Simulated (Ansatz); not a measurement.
# Clamped-ion strain scan in SrTiO3

Level of theory: DFT PBEsol, scalar-relativistic, plane waves, PAW in Ansatz 0.2.0. Cutoff 420 eV, Γ-centred 8×8×8 k-points, Gaussian smearing of 0.05 eV. No spin polarisation. Energies are free energies at this smearing, counted from the undisturbed cell; pressure is positive in compression.

The undisturbed cell (relaxed at this level; it needn't be the usual structure):

```xyz
5
Lattice="3.8911 0.0000 0.0000 0.0000 3.8911 0.0000 0.0000 0.0000 3.8911" Properties=species:S:1:pos:R:3 pbc="T T T"
Sr    0.0000    0.0000    0.0000
Ti    1.9456    1.9456    1.9456
O     0.0000    1.9456    1.9456
O     1.9456    0.0000    1.9456
O     1.9456    1.9456    0.0000
```

The cell is strained by ε times the Voigt pattern (1, -1, 0, 0, 0, 0) (xx, yy, zz, yz, xz, xy; engineering shear) with fractional coordinates fixed.

```
      ε  ΔE (meV/atom) stress summed along the pattern (GPa, tension positive) pressure (GPa) gap on the mesh (eV)
-0.1000          206.8                                                   -60.07            11.1                  1.60
-0.0500           46.9                                                   -26.01             2.7                  1.68
 0.0000            0.0                                                     0.00             0.0                  1.85
 0.0125            2.9                                                        ?             0.2                     ?
 0.0250           11.4                                                        ?               ?                  1.76
 0.0375           26.0                                                    19.06             1.5                  1.72
 0.0625           74.7                                                    33.47             4.2                  1.65
 0.0750          110.0                                                    41.55             6.1                  1.63
 0.0875          153.7                                                    50.38             8.4                  1.61
```

By symmetry 0.1000 repeats -0.1000, -0.0750 repeats 0.0750, 0.0500 repeats -0.0500, -0.0250 repeats 0.0250 in energy; the slope of the energy along the path changes sign there.

(1) Give the withheld values.

## Answers

(1) stress summed along the pattern (GPa, tension positive) at ε = 0.0125: 6.18; gap on the mesh (eV) at ε = 0.0125: 1.80; stress summed along the pattern (GPa, tension positive) at ε = 0.0250: 12.49; pressure (GPa) at ε = 0.0250: 0.7.

Symmetry holds off the tilts and polar distortions that many cubic perovskites undergo.